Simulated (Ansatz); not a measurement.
MoW in space group Cmcm (No. 63; W on 4c, Mo on 4c) at seven volumes, PBEsol (plane waves, PAW; program Ansatz), shape and atoms relaxed at each. One row is withheld.

```csv
V (Å³/atom),P (GPa)
14.379,31.66
14.853,19.44
15.327,8.97
15.801,0.00
16.275,-7.68
16.749,-14.23
17.223,?
```

**Question.** Fit the shown pressures and predict the withheld one.

**Answer.** Third-order Birch–Murnaghan: P = (3/2)B₀(x^(7/2) − x^(5/2))[1 + (3/4)(B′ − 4)(x − 1)] with x = (V₀/V)^(2/3). Least squares on the six rows gives V₀ = 15.802 Å³/atom, B₀ = 276.0 GPa, B′ = 4.15. At V = 17.223, x = 0.9442 and P = -19.88 GPa. The run itself gave -19.81 GPa.

The start of the workflow was typed in or built on a structure type; neither database checked (COD, Materials Project) lists it. Its standing as an ambient phase is unchecked. Symmetry was held in the PBEsol relaxation; whether a distortion lowers the energy is not shown. The run is not spin-polarised. Its formation energy is positive at this level, so the cell may be metastable or incomplete. Scalar-relativistic: spin–orbit coupling is off unless named, which matters more the heavier the elements.

Potentials: the later of the program's two PAW sets.
